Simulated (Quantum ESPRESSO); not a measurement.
TaAl2Au2Hf3, one composition in several site orders

Simulated, not a measurement. The program is pw.x of Quantum ESPRESSO 7.5 (plane-wave density functional theory). The cell is made up: eight metal atoms on a face-centred cubic lattice, with elements, volume, strain and displacements drawn at random and not relaxed, so it may be unstable or far from any real phase. PseudoDojo standard norm-conserving files set the functional (PBE unless stated); there is no spin polarisation or spin-orbit coupling, the Fermi-Dirac width of 0.25 eV means electrons at about 2900 K, and the masses in the input are unused placeholders. Heavy elements are run without spin-orbit coupling, which real alloys of them have. A spin test at this wide smearing found no moment, but such smearing suppresses magnetism that the real alloy may have.

The runs put one composition on the sites in different orders. Cell, positions, cutoff, mesh and smearing stay as in the input of run 1; sites are counted in its order. Stress in the tables is positive in tension.

Input of run 1:

```
&control calculation='scf', pseudo_dir='./dojo.nc.sr.pbe.v0_5.standard.upf', outdir='./o', disk_io='minimal', tprnfor=.true., tstress=.true. /
&system ibrav=0, nat=8, ntyp=4, nbnd=60, ecutwfc=75.99759826, nosym=.true., tot_charge=0,
 occupations='smearing', smearing='fd', degauss=0.0183746611
/
&electrons conv_thr=1.470e-08, electron_maxstep=70, mixing_beta=0.5 /
ATOMIC_SPECIES
Al 1.0 Al.upf
Au 1.0 Au.upf
Hf 1.0 Hf.upf
Ta 1.0 Ta.upf
CELL_PARAMETERS angstrom
0.0 0.0 -4.1185
-4.1185 0.0 0.0
2.0592 8.237 2.0592
ATOMIC_POSITIONS angstrom
Ta -0.0027 -0.0229 -0.0196
Al -2.0427 2.0461 -0.0657
Al -0.0182 4.1527 0.0246
Au -2.0503 6.205 0.0208
Hf -1.9946 0.0265 -2.1092
Au -0.0004 1.9928 -2.0376
Hf -2.0282 4.1223 -2.0331
Hf 0.0646 6.1709 -2.031
K_POINTS automatic
6 6 3 1 1 1
```

| run | elements on sites 1 to 8 | free energy less that of run 1 (eV) | -TS (eV) | pressure (GPa) | stress xx (GPa) | stress yy (GPa) | stress zz (GPa) | stress yz (GPa) | stress xz (GPa) | stress xy (GPa) | iterations |
| --- | --- | --- | --- | --- | --- | --- | --- | --- | --- | --- | --- |
| 1 | Ta Al Al Au Hf Au Hf Hf | 0.000 | -1.268 | 12.81 | -10.15 | -16.42 | -11.85 | -0.25 | 0.08 | -0.05 | 16 |
| 2 | Hf Ta Hf Al Au Hf Al Au | -0.073 | -1.125 | 12.42 | -9.95 | -12.50 | -14.81 | -0.05 | 0.05 | -0.73 | 13 |
| 3 | Au Hf Ta Hf Al Al Au Hf | -0.131 | -1.224 | 12.25 | -12.12 | -12.93 | -11.70 | 0.00 | 0.04 | -0.36 | 16 |
| 4 | Au Hf Al Hf Au Ta Hf Al | -0.428 | -1.060 | 12.12 | -11.07 | -12.10 | -13.19 | 0.63 | 0.09 | 0.20 | 14 |
| 5 | Al Hf Au Hf Al Ta Au Hf | -0.758 | -1.074 | 10.24 | -11.48 | -7.63 | -11.61 | -0.13 | 0.04 | -0.06 | 15 |
| 6 | Al Hf Hf Al Au Au Hf Ta | 0.223 | -1.072 | 12.97 | -10.32 | -16.77 | -11.81 | -0.38 | 0.04 | -0.23 | 15 |

Forces Fx Fy Fz (eV/Å):

| site | run 1 | run 2 | run 3 | run 4 | run 5 | run 6 |
| --- | --- | --- | --- | --- | --- | --- |
| 1 | 0.75 0.61 -0.01 | 0.55 -1.48 0.14 | 0.31 0.64 0.07 | 0.33 -0.24 0.07 | 0.31 0.56 0.15 | 0.29 0.01 0.07 |
| 2 | -0.09 0.25 0.37 | -0.30 1.21 0.90 | -0.22 -0.12 0.77 | -0.23 -0.36 1.21 | -0.24 -0.09 1.05 | -0.28 -2.05 0.72 |
| 3 | 0.27 -0.40 -0.01 | 0.45 0.68 -0.10 | 0.29 -1.52 0.06 | 0.41 -0.56 -0.03 | 0.34 -0.55 -0.02 | 0.70 0.34 0.07 |
| 4 | 0.37 -0.64 -0.02 | 0.03 0.07 -0.07 | 0.52 -0.04 -0.10 | 0.39 0.52 -0.06 | 0.59 0.44 -0.09 | 0.17 0.31 0.01 |
| 5 | -0.87 0.96 0.36 | -0.56 -1.39 0.17 | -0.32 0.23 0.15 | -0.58 -0.74 0.11 | -0.38 0.01 0.22 | -0.29 -0.97 0.02 |
| 6 | 0.28 0.90 -0.16 | 0.38 1.46 -0.75 | 0.19 0.54 -0.49 | 0.39 0.97 -0.86 | 0.35 -0.33 -0.84 | 0.37 0.03 -0.30 |
| 7 | -0.15 -1.30 -0.28 | -0.28 -0.02 -0.13 | -0.11 -0.54 -0.24 | -0.25 0.04 -0.40 | -0.16 -0.37 -0.21 | -0.39 0.92 -0.31 |
| 8 | -0.56 -0.38 -0.25 | -0.27 -0.54 -0.15 | -0.66 0.81 -0.22 | -0.46 0.37 -0.03 | -0.81 0.32 -0.27 | -0.58 1.39 -0.28 |

The sites are displaced and not relaxed, so the energy differences mix bonding between neighbours with strain and are not ordering energies. A rerun of one cell of this series at a higher cutoff and on a denser mesh moved values by no more than 0.005 eV in energy, 0.02 GPa in stress and 0.004 eV/Å in force, and a second program with other atomic files agreed on that cell to 2 % rms in force and 0.5 GPa in pressure.